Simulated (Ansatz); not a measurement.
SnSe2 (CdI2 type), relaxed with r2SCAN+rVV10 in Ansatz 0.2.0. It is trigonal, P-3m1 (No. 164); a = 3.825 Å, c = 6.227 Å in the conventional setting, 26.30 Å³ an atom. Sn has 6 Se at 2.71 Å; Se has 3 Sn at 2.71 Å.

The axes x, y and z are those of this cell:
```
Sn Se
1.0
     3.82515    0.00000    0.00000
    -1.91257    3.31268    0.00000
     0.00000    0.00000    6.22708
Sn Se
1 2
Direct
  0.00000 0.00000 0.00000
  0.33333 0.66667 0.25308
  0.66667 0.33333 0.74692
```

Unstrained: The PBE gap is indirect, 0.629 eV (k = (-0.089, 0.172, 0) to k = (0, 0.458, 0.344)), below the direct gap of 1.132 eV at Γ. With r2SCAN the valence top lies at k = (-0.089, 0.172, 0) and the conduction bottom at k = (0, 0.458, 0.344), 0.916 eV higher; the smallest vertical gap, at k = (0, 0.417, 1/4), is 1.491 eV. The HSE06 gap is indirect, 1.296 eV (k = (-0.089, 0.172, 0) to k = (0, 0.458, 0.344)), below the direct gap of 1.884 eV at k = (0, 0.458, 0.344). r2SCAN+SOC gives an indirect gap of 0.889 eV, from Γ–M (0.33 of the way from Γ) to k = (0, 0.458, 0.344); the least direct gap is 1.471 eV at k = (0, 0.458, 0.344). Meshes: PBE 12×12×4, r2SCAN 12×12×4, HSE06 6×6×4, r2SCAN+SOC 12×12×4. Strains are changes of length per length. After each strain the atoms were relaxed again with r2SCAN+rVV10 in this cell and within any symmetry left, so distortions that break it or need a larger cell weren't tested; points keep the names that they have in the unstrained zone. No magnetic order and no zero-point or thermal motion.

Problem. Apply isotropic +2.0 % on every length. How far does the gap move, against the unstrained cell?

Solution. PBE: the gap goes from 0.629 to 0.678 eV (+0.049 eV); the edges go from (-0.089, 0.172, 0) → (0, 0.458, 0.344) to Γ–K (0.27) → (0, 0.464, 1/3). r2SCAN: the gap goes from 0.916 to 0.952 eV (+0.036 eV); the edges go from (-0.089, 0.172, 0) → (0, 0.458, 0.344) to Γ–K (0.27) → (0, 0.464, 1/3). HSE06: the gap goes from 1.296 to 1.360 eV (+0.064 eV); the edges go from (-0.089, 0.172, 0) → (0, 0.458, 0.344) to Γ–K (0.27) → (0, 0.464, 1/3).

Problem. Apply isotropic +4.0 % on every length. How far does the gap move, against the unstrained cell?

Solution. PBE: the gap goes from 0.629 to 0.651 eV (+0.022 eV); the edges go from (-0.089, 0.172, 0) → (0, 0.458, 0.344) to Γ–K (0.25) → Γ. HSE06: the gap goes from 1.296 to 1.361 eV (+0.065 eV); the edges go from (-0.089, 0.172, 0) → (0, 0.458, 0.344) to Γ–K (0.25) → Γ.

Problem. Apply isotropic +3.0 % on every length. How far does the gap move, against the unstrained cell?

Solution. PBE: the gap goes from 0.629 to 0.690 eV (+0.061 eV); the edges go from (-0.089, 0.172, 0) → (0, 0.458, 0.344) to Γ–K (0.27) → (0, 0.466, 0.326). r2SCAN: the gap goes from 0.916 to 0.959 eV (+0.043 eV); the edges go from (-0.089, 0.172, 0) → (0, 0.458, 0.344) to Γ–K (0.27) → (0, 0.466, 0.326). HSE06: the gap goes from 1.296 to 1.380 eV (+0.084 eV); the edges go from (-0.089, 0.172, 0) → (0, 0.458, 0.344) to Γ–K (0.27) → (0, 0.466, 0.326).

Problem. Estimate what isotropic -3.0 % on every length does to the gap.

Solution. PBE: the gap goes from 0.629 to 0.437 eV (-0.192 eV); the edges go from (-0.089, 0.172, 0) → (0, 0.458, 0.344) to (0, 0.138, -0.156) → (0, 0.448, 0.354). r2SCAN: the gap goes from 0.916 to 0.747 eV (-0.169 eV); the edges go from (-0.089, 0.172, 0) → (0, 0.458, 0.344) to (0, 0.138, -0.156) → (0, 0.448, 0.354). HSE06: the gap goes from 1.296 to 1.069 eV (-0.227 eV); the edges go from (-0.089, 0.172, 0) → (0, 0.458, 0.344) to (0, 0.138, -0.156) → (0, 0.448, 0.354).

Problem. Estimate what isotropic -2.0 % on every length does to the gap.

Solution. PBE: the gap goes from 0.629 to 0.511 eV (-0.118 eV); the edges go from (-0.089, 0.172, 0) → (0, 0.458, 0.344) to (0, 0.143, -0.148) → (0, 0.451, 0.352). r2SCAN: the gap goes from 0.916 to 0.814 eV (-0.102 eV); the edges go from (-0.089, 0.172, 0) → (0, 0.458, 0.344) to (0, 0.143, -0.148) → (0, 0.451, 0.352). HSE06: the gap goes from 1.296 to 1.143 eV (-0.153 eV); the edges go from (-0.089, 0.172, 0) → (0, 0.458, 0.344) to (0, 0.143, -0.148) → (0, 0.451, 0.352).

Problem. Apply isotropic -4.0 % on every length. How far does the gap move, against the unstrained cell?

Solution. PBE: the gap goes from 0.629 to 0.356 eV (-0.273 eV); the edges go from (-0.089, 0.172, 0) → (0, 0.458, 0.344) to (0, 0.133, -0.161) → (0, 0.443, 0.354). r2SCAN: the gap goes from 0.916 to 0.672 eV (-0.244 eV); the edges go from (-0.089, 0.172, 0) → (0, 0.458, 0.344) to (0, 0.133, -0.161) → (0, 0.443, 0.354). HSE06: the gap goes from 1.296 to 0.987 eV (-0.309 eV); the edges go from (-0.089, 0.172, 0) → (0, 0.458, 0.344) to (0, 0.133, -0.161) → (0, 0.443, 0.354).

Problem. Apply isotropic +1.0 % on every length. How far does the gap move, against the unstrained cell?

Solution. PBE: the gap goes from 0.629 to 0.657 eV (+0.028 eV); the edges go from (-0.089, 0.172, 0) → (0, 0.458, 0.344) to Γ–K (0.27) → (0, 0.461, 0.339). r2SCAN: the gap goes from 0.916 to 0.938 eV (+0.022 eV); the edges go from (-0.089, 0.172, 0) → (0, 0.458, 0.344) to Γ–K (0.27) → (0, 0.461, 0.339). HSE06: the gap goes from 1.296 to 1.332 eV (+0.036 eV); the edges go from (-0.089, 0.172, 0) → (0, 0.458, 0.344) to Γ–K (0.27) → (0, 0.461, 0.339).

Problem. Apply isotropic -1.0 % on every length. How far does the gap move, against the unstrained cell?

Solution. PBE: the gap goes from 0.629 to 0.580 eV (-0.049 eV); the edges go from (-0.089, 0.172, 0) → (0, 0.458, 0.344) to (0, 0.148, -0.143) → (0, 0.453, 0.346). r2SCAN: the gap goes from 0.916 to 0.877 eV (-0.039 eV); the edges go from (-0.089, 0.172, 0) → (0, 0.458, 0.344) to (0, 0.148, -0.143) → (0, 0.453, 0.346). HSE06: the gap goes from 1.296 to 1.213 eV (-0.083 eV); the edges go from (-0.089, 0.172, 0) → (0, 0.458, 0.344) to (0, 0.148, -0.143) → (0, 0.453, 0.346).

Only the levels marked +SOC include spin-orbit coupling.

Where an edge lies off the special points, it is a point of the mesh or the k point where a search put PBE's edge or least direct gap, reused for the other functionals, whose own edges may lie a little apart.

Coordinates of k points refer to the reciprocal vectors of the primitive cell of the runs.

The meshes of the hybrids are coarse, so their gaps aren't converged to the digits shown.
